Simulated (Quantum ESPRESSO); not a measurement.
# Hf3AlO7F: convergence and cost over cutoff and k mesh

Simulated, not a measurement. The program is pw.x of Quantum ESPRESSO 7.5 (plane-wave density functional theory). The cell is made up: 12 atoms on a rutile lattice, with randomly drawn elements, strain and displacements, not relaxed. PseudoDojo standard norm-conserving files (v0.5 for PBE, v0.4.1 for LDA and PBEsol) set the functional; there is no spin polarisation, spin-orbit coupling or dispersion term, and the masses in the input are unused placeholders.

The hafnium pseudopotential is less sure than the others, with forces about 3 percent (worst 6) and pressure in oxides about 1.5 GPa (worst 2.7) from a second method in checks, which no rerun with the same files tests.

Input of the run in row 4:

```
&control calculation='scf', pseudo_dir='./dojo.nc.sr.pbe.v0_5.standard.upf', outdir='./o', disk_io='medium', tprnfor=.true., tstress=.true. /
&system ibrav=0, nat=12, ntyp=4, nbnd=50, ecutwfc=84.00895049, nosym=.true., tot_charge=0,
 occupations='smearing', smearing='fd', degauss=0.0018374661
/
&electrons conv_thr=7.350e-09, electron_maxstep=60, /
ATOMIC_SPECIES
Al 1.0 Al.upf
F 1.0 F.upf
Hf 1.0 Hf.upf
O 1.0 O.upf
CELL_PARAMETERS angstrom
4.9705 0.0108 0.0622
0.0108 4.9618 -0.0053
0.0823 -0.007 6.4716
ATOMIC_POSITIONS angstrom
Hf 0.112 0.0027 0.0163
Hf 2.4978 2.3194 1.5935
Al 0.037 -0.1002 3.1431
Hf 2.5451 2.4942 4.7991
O 1.4839 1.416 0.0162
O 3.5301 3.4093 -0.0813
O 3.9716 0.9994 1.8507
O 1.0154 3.8307 1.6757
F 1.5215 1.5321 3.2257
O 3.4934 3.4374 3.2619
O 4.2311 0.971 4.9727
O 1.0281 4.0923 4.8253
K_POINTS automatic
5 5 4 1 1 1
```

The same cell was run at these settings. Meshes are shifted by half a step, and differences are from the last row, which is itself not exact.

| cutoff (eV) | k mesh | k points solved | threshold (eV) | free energy less the last row's (eV) | pressure (GPa) | largest stress difference (GPa) | largest force difference (eV/Å) | iterations | wall time (s) | k-point pools | processor |
| --- | --- | --- | --- | --- | --- | --- | --- | --- | --- | --- | --- |
| 800 | 2 x 2 x 2 | 4 | 1e-04 | 1.273 | -22.19 | 9.02 | 0.026 | 11 | 70 | 1 | AMD EPYC, Zen 5 class |
| 1143 | 1 x 1 x 1 | 1 | 1e-07 | 0.878 | -11.76 | 3.93 | 0.678 | 17 | 55 | 1 | AMD EPYC, Zen 5 class |
| 780 | 5 x 5 x 4 | 50 | 1e-07 | 1.650 | -24.29 | 11.06 | 0.021 | 13 | 594 | 1 | AMD EPYC, Zen 5 class |
| 1143 | 5 x 5 x 4 | 50 | 1e-07 | 0.003 | -13.30 | 0.03 | 0.002 | 13 | 943 | 1 | AMD EPYC, Zen 5 class |
| 1437 | 7 x 7 x 6 | 147 | 1e-07 | 0.000 | -13.28 | 0.00 | 0.000 | 13 | 581 | 4 | AMD EPYC, Zen 5 class |

Each pool is one process. Wall times include start-up and a band step at six k points, which weighs most on the coarsest meshes. The runs were on shared virtual cores whose load varied, so times are rough.